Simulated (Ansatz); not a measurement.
# WC-type GdN

Level of theory: DFT, PBEsol, scalar-relativistic, collinear spin; plane waves to 420 eV with PAW datasets (Ansatz 0.2.0), 10×10×10 k-mesh, Gaussian smearing of 0.05 eV; PAW files: Ansatz's generated set soft_2.

```
Gd N
1.0
     3.35297    0.00000    0.00000
    -1.67649    2.90376    0.00000
     0.00000    0.00000    3.04953
Gd N
1 1
Direct
  0.00000 0.00000 0.00000
  0.66667 0.33333 0.50000
```

The start was a prototype's sites filled with these elements. The Crystallography Open Database lists the compound in space group Fm-3m (rock salt), so this is a trial structure.

The cell is relaxed to zero pressure at this level.

| Property | Result |
| --- | --- |
| Space group | P-6m2 (No. 187) |
| Volume | 14.85 Å³/atom |
| Band gap | zero (metallic) |
| Density of states at the Fermi level | about 0.0005 states/(eV·atom) (so small a value isn't resolved on this mesh) |
| Magnetic state | ferromagnetic (the only order tried) |
| Site spin moments | Gd 6.83 μB |
| Spin moment of the cell | 7.00 μB |
| f electrons (orthogonalised atomic orbitals) | Gd 7.14 |
| Pressure derivative B0′ | 4.1 |

(1) Estimate the formation energy from the elements (0 K, uncorrected) at this level of theory (PBEsol).

(2) Fill in the bulk modulus (Birch–Murnaghan) (PBEsol).

Answers:

(1) -1.30 eV/atom.

(2) 144 GPa.

Formal charges Gd³⁺, N³⁻ leave Gd³⁺ with an open 4f⁷ shell. Exchange should fill one spin channel of a half-filled shell and leave an insulator, so a metal points to the functional or the structure. The run still finds no gap.

Hund's first rule gives Gd³⁺ with 7 f electrons 7 unpaired spins, a spin moment of 7 μB; the run has 6.83 μB on Gd (atomic spheres) and 7.14 f electrons on orthogonalised orbitals. The moment is close to the ion's, so in this run the shell is localised and nearly fully polarised.

Exchange splits the half-filled 4f shell away from the Fermi level; the metal comes from a small overlap of other bands, which can be the functional's gap error. Spin–orbit coupling, which matters for such heavy elements, is left out. The run wasn't fully tested for a lower electronic state. Site moments are of spin, integrated over atomic spheres. A displaced or strained copy of the relaxed cell lay 1.6 meV/atom lower, so the structure isn't a true minimum at this level, unless the mesh, which matters in a metal, makes it so. No antiparallel order was tried.
